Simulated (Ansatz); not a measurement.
W (diamond, Fd-3m) under volume change, DFT-PBE in the program Ansatz with PAW potentials, scaled uniformly.

```csv
V (Å³/atom),E − E(relaxed) (meV/atom),P (GPa)
22.542,87.1,13.47
23.286,36.8,8.32
24.029,8.8,3.87
24.772,0.0,0.00
25.515,8.0,-3.37
26.258,30.6,-6.29
27.001,65.8,-8.82
```

Q: What does a third-order Birch–Murnaghan fit give for V₀, B₀ and B′?

A: V₀ = 24.77 Å³/atom, B₀ = 120 GPa, B′ = 3.7.

The start of the workflow was typed in or built on a structure type; neither database checked (COD, Materials Project) lists it. It is not the phase usual at ambient conditions (space group No. 229). The cell was relaxed with PBE under the symmetry of its start; its stability against distortions is not shown here. No spin polarisation was allowed. Spin–orbit coupling is left out wherever it is not named.

Potentials: the later of the program's two PAW sets.
